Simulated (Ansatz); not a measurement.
Given:

WSe2:
```xyz
6
Lattice="3.3208 0.0000 0.0000 -1.6604 2.8759 0.0000 0.0000 0.0000 15.2267" Properties=species:S:1:pos:R:3 pbc="T T T"
W      1.6604     0.9586    11.4200
W      0.0000     1.9173     3.8067
Se     0.0000     1.9173    13.0981
Se     1.6604     0.9586     2.1285
Se     1.6604     0.9586     5.4848
Se     0.0000     1.9173     9.7418
```

This is the PBE-relaxed structure.

All from PBE (plane waves, PAW; program Ansatz), unless another level is named. Estimate the band gap.

1.47 eV (indirect).

Give the formation energy from the elements (no fitted shifts).

-0.56 eV/atom.

Predict the smallest direct gap on the standard path.

1.53 eV.

Give the valence-band maximum.

at K.

Next, the conduction-band minimum?

on the K–Γ line, 48 % of the way from K (6 equivalent valleys).

Space group P6_3/mmc. The cell was relaxed with PBE under the symmetry of its start. The run is not spin-polarised. The volume lies over 15 % above that of the usual cell of this phase: another minimum, or an error of the functional. A crystal of weakly bound layers computed without a dispersion correction: the cell and the soft elastic constants depend strongly on that. The references are the lowest solids computed at this level, not always the standard phases. Spin–orbit coupling is left out wherever it is not named.

Potentials: the earlier of the program's two PAW sets.
